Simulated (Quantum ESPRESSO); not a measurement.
# Band energies of In2O3

```
In2O3
1.0
    2.75811     1.59239     4.86369
   -2.75811     1.59239     4.86369
    0.00000    -3.18479     4.86369
O In
6 4
Direct
  0.54649   0.25000   0.95351
  0.45350   0.75000   0.04650
  0.95351   0.54649   0.25000
  0.04649   0.45351   0.75000
  0.25000   0.95350   0.54650
  0.75000   0.04649   0.45351
  0.14288   0.14288   0.14288
  0.85712   0.85712   0.85712
  0.35712   0.35712   0.35712
  0.64288   0.64288   0.64288
```

norm-conserving LDA (Quantum ESPRESSO, 84 Ry, no spin-orbit coupling); path ΓLB1,BZΓX,QFP1Z,LP; energies in eV from the valence-band maximum.

```
k (1/Å)  point  band 40  band 41  band 42  band 43  band 44  band 45  band 46  band 47
-------  -----  -------  -------  -------  -------  -------  -------  -------  -------
0.00         Γ    -0.37    -0.26    -0.26    -0.06    -0.06     1.08     5.30     5.90
0.46              -0.65    -0.62    -0.54    -0.13     0.00     3.38     5.57     5.74
0.69         L    -0.91    -0.76    -0.76    -0.06    -0.06     4.73     4.73     5.59
0.96              -0.83    -0.38    -0.38    -0.11    -0.11     4.87     4.87     5.64
1.23        B1    -0.78    -0.35    -0.35    -0.16    -0.16     5.32     5.32     5.65
1.23         B    -0.78    -0.35    -0.35    -0.16    -0.16     5.32     5.32     5.65
1.63              -0.80    -0.41    -0.41    -0.21    -0.21     4.45     4.45     6.68
1.83         Z    -1.10    -0.19    -0.19    -0.19    -0.19     4.19     4.19     6.83
2.05              -0.56    -0.28    -0.28    -0.10    -0.10     3.09     4.94     6.33
2.48         Γ    -0.37    -0.26    -0.26    -0.06    -0.06     1.08     5.30     5.90
2.98              -0.93    -0.54    -0.16    -0.15     0.00     3.63     5.39     5.76
3.32         X    -0.52    -0.46    -0.27    -0.22    -0.08     5.04     5.27     5.49
3.32         Q    -0.52    -0.46    -0.27    -0.22    -0.08     5.04     5.27     5.49
3.62         F    -0.85    -0.55    -0.36    -0.09    -0.04     4.93     5.27     6.17
3.62        P1    -0.78    -0.39    -0.38    -0.32    -0.11     5.20     5.38     5.49
3.75              -0.80    -0.52    -0.43    -0.34    -0.16     4.94     4.98     6.05
4.00              -0.89    -0.31    -0.27    -0.23    -0.18     4.31     4.31     6.76
4.13         Z    -1.10    -0.19    -0.19    -0.19    -0.19     4.19     4.19     6.83
4.13         L    -0.91    -0.76    -0.76    -0.06    -0.06     4.73     4.73     5.59
4.59         P    -0.78    -0.39    -0.38    -0.32    -0.11     5.20     5.38     5.49
```

The LDA gap is indirect, 1.08 eV, from 67 % of the way from Γ to L to Γ; the smallest direct gap is 1.14 eV.

Spin-orbit splittings are left out.

Geometry of the Materials Project entry, not relaxed at this level.
